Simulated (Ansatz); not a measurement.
Data:

Mo5Si3 (space group I4/mcm)

```cif
data_Mo20Si12
_chemical_formula_sum 'Si12 Mo20'
_space_group_name_H-M_alt 'I4/mcm'
_space_group_IT_number 140
_space_group_name_Hall '-I 4 2c'
_cell_length_a 9.60386
_cell_length_b 9.60386
_cell_length_c 4.87185
_cell_angle_alpha 90.000
_cell_angle_beta 90.000
_cell_angle_gamma 90.000
loop_
_atom_site_label
_atom_site_type_symbol
_atom_site_symmetry_multiplicity
_atom_site_Wyckoff_symbol
_atom_site_fract_x
_atom_site_fract_y
_atom_site_fract_z
_atom_site_occupancy
Si1 Si 8 h 0.16750 0.33250 0.00000 1
Si2 Si 4 a 0.00000 0.00000 0.25000 1
Mo1 Mo 16 k 0.22433 0.07661 0.00000 1
Mo2 Mo 4 b 0.00000 0.50000 0.25000 1
```
(The calculation used a cell of 16 atoms; values per cell refer to that cell.)

This relaxed cell (volume V₀) is scaled evenly in all directions, its shape held. The atoms relax within the cell's symmetry.

Method: PBEsol (plane waves to 420 eV, PAW, scalar-relativistic; Ansatz, a quantum-chemistry and plane-wave program). k mesh 9×9×9 (Γ-centred), Fermi-Dirac smearing 0.05 eV. Energies are smeared free energies. Compression counts positive. With the shape held, the modulus is that of even scaling; a crystal free to change shape is softer. Mo5Si3 is run without spin polarisation. Mo5Si3 was relaxed with its symmetry unable to fall. ΔE is measured from the relaxed starting cell.

The scan covers V/V₀ from 0.940 to 1.060 in 11 points.

What is the fitted pressure derivative B₀′?

4.3.

What bulk modulus at fixed cell shape B₀ follows from a third-order Birch-Murnaghan fit?

257 GPa.

(A scan under strain: stresses follow from slopes of the energy per volume, elastic moduli from its curvatures.)
